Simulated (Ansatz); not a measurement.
## What a change of settings does: Ti (hcp type)

First run: DFT, LDA, all-electron LAPW, scalar-relativistic (Ansatz 0.2.0).

Command: `ansatz run input.yaml --threads 2 --pin off --max-ram 4096MiB --backend cpu --events-out ev --progress --plain --runs-dir out` It took 5.8 s on 2 threads of Intel(R) Xeon(R) 6975P-C (Granite Rapids) (shared host), peak memory 0.46 GiB.

```yaml
crystal:
  lattice:
    - [1.4321410176, -2.4805410062, 0.0]
    - [1.4321410176, 2.4805410062, 0.0]
    - [0.0, 0.0, 4.537795965]
  atoms:
    - { symbol: Ti, position: [0.666666667, 0.333333333, 0.25] }
    - { symbol: Ti, position: [0.333333333, 0.666666667, 0.75] }
kpoints:
  mp_grid: { grid: [16, 16, 9] }
scf:
  occupations: { method: fermi_dirac, width: 0.1 }
hamiltonian:
  xc: lda
  pseudopotentials: { kind: all_electron, lapw: { basis_error: 0.001 } }
output:
  forces: true
  stress: true
  eigenvalues: true
```

The base cell comes from a relaxation on PAW files under the same functional.

This run: bulk in the slab's orientation.

It converges in 6 SCF iterations at a pressure of 0.01 GPa.

The input is then changed:

```diff
   occupations: { method: fermi_dirac, width: 0.1 }
+  n_extra_bands: 32
 hamiltonian:
```

**Question.** Predict the outcome of the changed run.

**Answer.** It converges in 6 SCF iterations at a pressure of 0.01 GPa, free energy 0.0 meV/atom against the first run's.
